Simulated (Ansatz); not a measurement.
SiNi in space group Pnma (No. 62; Si on 4c, Ni on 4c) under volume change, plane-wave PAW PBEsol (Ansatz code), shape and atoms relaxed at each volume.

```
V (Å³/atom)  E − E(relaxed) (meV/atom)  P (GPa)
-----------  -------------------------  -------
10.741                            63.7    20.52
11.095                            27.1    12.92
11.449                             6.4     5.99
11.803                             0.0     0.01
12.157                             5.8    -5.07
12.511                            21.9    -9.36
12.865                            46.6   -12.95
```

Task: What does a third-order Birch–Murnaghan fit give for V₀, B₀ and B′?

Result: V₀ = 11.81 Å³/atom, B₀ = 180 GPa, B′ = 4.0.

The cell was relaxed with PBEsol under the symmetry of its start; of distortions, only those at the zone centre were tested. No spin polarisation was allowed.

Potentials: the earlier of the program's two PAW sets.
